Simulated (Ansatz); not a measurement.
Relaxed SiO2 (rutile):

```xyz
6
Lattice="4.2362 0.0000 0.0000 0.0000 4.2362 0.0000 0.0000 0.0000 2.6905" Properties=species:S:1:pos:R:3 pbc="T T T"
Si     2.1181     2.1181     1.3452
Si     0.0000     0.0000     0.0000
O      3.4185     3.4185     1.3452
O      1.3004     2.9357     0.0000
O      2.9357     1.3004     0.0000
O      0.8176     0.8176     1.3452
```

Two-dimensional scan of atom 3 (O, nearest neighbour Si at 1.774 Å; its periodic images, 2.7 Å or more away, move with it): u runs along (1.000, 0.000, 0.000), v along (0.000, 1.000, 0.000) (Cartesian). Cell and other atoms are fixed.

Method: PBE (plane waves to 420 eV, PAW, scalar-relativistic; Ansatz, a first-principles code). k mesh 6×6×10 (Γ-centred), Fermi-Dirac smearing 0.05 eV. The energy includes the smearing's −TS. SiO2 was relaxed with its symmetry unable to fall. The zero of ΔE is the undisplaced structure. Axes are in Å.

Problem. Predict the ΔE (meV/cell) at all points of the grid u = -0.270, -0.135, 0.000, 0.135, 0.270 by v = -0.270, -0.135, 0.000, 0.135, 0.270.

Solution. ΔE (meV/cell), with u across and v down:

| v \ u | -0.270 | -0.135 | 0.000 | 0.135 | 0.270 |
|---|---|---|---|---|---|
| -0.270 | 2642 | 1394 | 748 | 588 | 841 |
| -0.135 | 1394 | 569 | 187 | 205 | 597 |
| 0.000 | 748 | 187 | 0 | 187 | 743 |
| 0.135 | 588 | 205 | 187 | 555 | 1320 |
| 0.270 | 841 | 597 | 743 | 1320 | 2346 |

(For displaced atoms, the force is minus the slope of the energy, and its curvature is a force constant, which sets phonon frequencies.)
